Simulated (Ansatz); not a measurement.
Values for one crystal, relaxed and computed with plane-wave PAW r²SCAN (Ansatz code); other levels are named.

```yaml
volume_per_atom: 25.33 Å³
electronic_character: metallic (no gap)
Density of states at the Fermi level: 0.85 states/eV per atom (mean over ±0.08 eV)
Formation energy from the elements (no fitted shifts): -0.32 eV/atom
```

Question: Pick the material that matches.
A. GaCo, CsCl type
B. LuTl, L1₀ or tetragonal B2
C. YZn5, P6/mmm (Y on 1a, Zn on 3g, Zn on 2c)
D. TiPt3, Cu3Au type

Answer: B, LuTl, L1₀ or tetragonal B2

Space group P4/mmm (L1₀ or tetragonal B2). The first step of the workflow began from a Materials Project structure, measured or hypothetical; the Crystallography Open Database copy checked does not list it. With Lu and Tl taken as one species the cell has the higher symmetry I4/mmm, so it may be an ordered model of a mixed-site phase. Its standing as an ambient phase is unchecked. The cell keeps a stress of up to 0.2 GPa. Symmetry was held in the r²SCAN relaxation; its stability against distortions is not shown here. The references are the lowest solids computed at this level, not always the standard phases. Scalar-relativistic: spin–orbit coupling is off unless named, which matters more the heavier the elements.

Potentials: the later of the program's two PAW sets.
